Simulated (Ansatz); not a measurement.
Ga2O3 (corundum)

```
CELL_PARAMETERS angstrom
      2.52897     1.46010     4.54140
     -2.52897     1.46010     4.54140
      0.00000    -2.92020     4.54140
ATOMIC_POSITIONS crystal
  Ga 0.35584 0.35584 0.35584
  Ga 0.14416 0.14416 0.14416
  Ga 0.64416 0.64416 0.64416
  Ga 0.85584 0.85584 0.85584
  O  0.55310 0.94690 0.25000
  O  0.25000 0.55310 0.94690
  O  0.94690 0.25000 0.55310
  O  0.44690 0.05310 0.75000
  O  0.75000 0.44690 0.05310
  O  0.05310 0.75000 0.44690
```

The volume is varied about the relaxed value V₀ at fixed cell shape. The atoms relax within the cell's symmetry.

All values below come from PBE (plane waves to 420 eV, PAW, scalar-relativistic; Ansatz, a quantum-chemistry and plane-wave program). k mesh 8×8×8 (Γ-centred), Fermi-Dirac smearing 0.05 eV. Energies are smeared free energies. Stress and pressure are positive under compression. With the shape held, the modulus is that of even scaling; a crystal free to change shape is softer. Ga2O3 was relaxed with its symmetry unable to fall. The PAW data are Ansatz's earlier set. ΔE is measured from the relaxed starting cell.

```
V (Å³/atom)  ΔE (meV/atom)
-----------  -------------
9.055             withheld
9.257                 47.0
9.458                 25.4
9.659                 10.9
9.860                  2.6
10.062                 0.0
10.263                 2.4
10.464                 9.3
10.665                20.3
10.867                34.9
11.068                52.7
```

Task: Fit a third-order Birch-Murnaghan form (E₀, V₀, B₀, B₀′ free) to the given rows and predict ΔE at V = 9.055.

Result: Least squares on the 10 given rows: ΔE = E₀ + (9V₀B₀/16)·y²·[2 + (B₀′ − 4)y], y = (V₀/V)^(2/3) − 1, with V₀ = 10.062 Å³/atom, B₀ = 200.4 GPa (160.2 GPa = 1 eV/Å³; the term in eV is multiplied by 1000), B₀′ = 4.56, E₀ = -0.02 meV/atom; root-mean-square residual 0.02 meV/atom. At 9.055 the fit gives 76.6 meV/atom; the calculation gives 76.4 meV/atom, so the extrapolation is off by 0.2 (+0.3 %). For the pressure the fit gives 26.9 GPa against the computed 26.8 GPa.

(A scan under strain: stresses follow from slopes of the energy per volume, elastic moduli from its curvatures.)
